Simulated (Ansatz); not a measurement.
**Ansatz run, Sn**

input.yaml (Ansatz 0.2.0)

```yaml
crystal:
  lattice:
    - [-2.93717825, 2.93717825, 1.60262372]
    - [2.93717825, -2.93717825, 1.60262372]
    - [2.93717825, 2.93717825, -1.60262372]
  atoms:
    - { symbol: Sn, position: [0.125, 0.875, 0.25] }
    - { symbol: Sn, position: [0.875, 0.125, 0.75] }
  symmetry: { tolerance: 0.0003 }
kpoints:
  mp_grid: { grid: [12, 12, 12], shift: [0, 0, 0] }
  band_path:
    path:
      - [0.0, 0.0, 0.0]
      - [0.0, 0.0, 0.5]
      - [-0.5, 0.5, 0.5]
      - [0.0, 0.0, 0.0]
      - [0.32442906, 0.32442906, -0.32442906]
      - [-0.32442906, 0.67557094, 0.32442906]
      - [-0.5, 0.5, 0.5]
      - [0.0, 0.0, 0.5]
      - [0.25, 0.25, 0.25]
      - [0.0, 0.5, 0.0]
      - [0.0, 0.0, 0.0]
    npoints: 6
magnetization:
  spin_polarized: false
scf:
  occupations: { method: gaussian, width: 0.2033 }
  lower_state_search: "off"
  max_iter: 200
hamiltonian:
  pseudopotentials: { kind: paw }
  xc: pbe
basis:
  ecutwfc: 420
  fft_grid_basis: typed
output:
  forces: true
  stress: true
  eigenvalues: true
  bader: true
  populations: true
  elf: true
  write_potential: true
  volumetric_format: npy
  dos:
    e_range: [-12, 8]
    de: 0.05
    projected: { site_lists: { Sn: [Sn] } }
checkpoint:
  read: saved_state
```

The run starts from an earlier solution of this cell. 

Excerpt of what it printed:

```
Free energy (F): -12048.3475 eV
Harris-Foulkes:  -12048.3475 eV  (|F-HF|=2.10e-9)
Internal energy: -12048.3282 eV  (E = F + TS)
E sigma→0 (E₀):  -12048.3379 eV
Entropy (-TS):   -0.0193 eV (-9.652 meV/atom)
Fermi energy:    10.4638 eV
--- Per-component energies (eV) ---
  E_band       = -171.1958
  E_kinetic    = 373.0082
  E_local      = -1725.5591  (includes V_loc(G=0)·N_el)
  E_nonlocal   = -64.7768
  E_hartree    = 1074.1329
  E_xc         = -765.1385
  E_vxc        = -192.1018  (∫ρ·V_xc dr)
  E_paw        = -8272.3081  (= ΣΔE_a)
  E_vpaw       = -710.0381  (= ΣTr[D̂ρ^β])
  E_aug_tail   =  0.0000  (compensation charges beyond the density's cutoff)
  E_ewald      = -2667.6869
  E_smearing   = -0.0193  (= −TS)
--- Stress (GPa, compression-positive) ---
        1.4947       0.0000       0.0000
        0.0000       1.4947       0.0000
        0.0000       0.0000       1.1271
  P = ⅓ Tr σ = 1.3722 GPa (13.722 kbar)
--- Löwdin populations: 2 sites ---
  site symbol       q [e]
     0     Sn     13.9708
     1     Sn     13.9708
  spilling = 0.0021 (of n_electrons = 28.0000)
--- Bader charges: 2 sites ---
  site symbol  charge [e]  shift [e]
     0     Sn      0.0000     0.0000
     1     Sn      0.0000     0.0000
```

Origin: a database entry at a rescaled volume. Caveats: wide smearing.
